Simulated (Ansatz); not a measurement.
A distorted cell of ZrPbO$_{3}$ (space group Amm2):

```yaml
crystal:
  lattice:
    - [4.13398, 0.00000, 0.00000]
    - [0.00000, 2.94711, 3.01185]
    - [0.00000, -2.94711, 3.01185]
  atoms:
    - { symbol: Zr, position: [0.50000, 0.50723, 0.50723] }
    - { symbol: Pb, position: [0.00000, 0.94803, 0.94803] }
    - { symbol: O, position: [0.50000, 0.03057, 0.56208] }
    - { symbol: O, position: [0.52903, 0.56208, 0.03057] }
    - { symbol: O, position: [0.00000, 0.55908, 0.55908] }
```

The numbers are results of r2SCAN (plane waves to 500 eV, PAW, scalar-relativistic; Ansatz, a program for electronic structure), not measurements. k mesh 7×6×6 (Γ-centred), Fermi-Dirac smearing 0.05 eV. Energies are smeared free energies. Compression counts positive. Spin-orbit coupling is left out, though Pb is heavy. This is one of several known forms of ZrPbO3; the measured ambient cells at hand have space group No. 55. ZrPbO3 is run without spin polarisation. ZrPbO3 was relaxed with its symmetry unable to fall.

Q: Predict the force on every atom, in eV/Å.

A: 
```json
[
 {"atom": "Zr1", "Fx": "0.067", "Fy": "0.013", "Fz": "-0.005"},
 {"atom": "Pb2", "Fx": "-0.185", "Fy": "0.005", "Fz": "0.018"},
 {"atom": "O3", "Fx": "0.030", "Fy": "0.003", "Fz": "-0.002"},
 {"atom": "O4", "Fx": "-0.294", "Fy": "-0.038", "Fz": "0.002"},
 {"atom": "O5", "Fx": "0.383", "Fy": "0.017", "Fz": "-0.013"}
]
```

Q: In it atom 4 sits (0.120, 0.000, 0.000) Å away from its relaxed site. What is its energy relative to the relaxed cell?

A: 17.2 meV/cell.

(A displaced cell: forces are minus the slopes of the energy, force constants its curvatures, and phonons follow from these.)
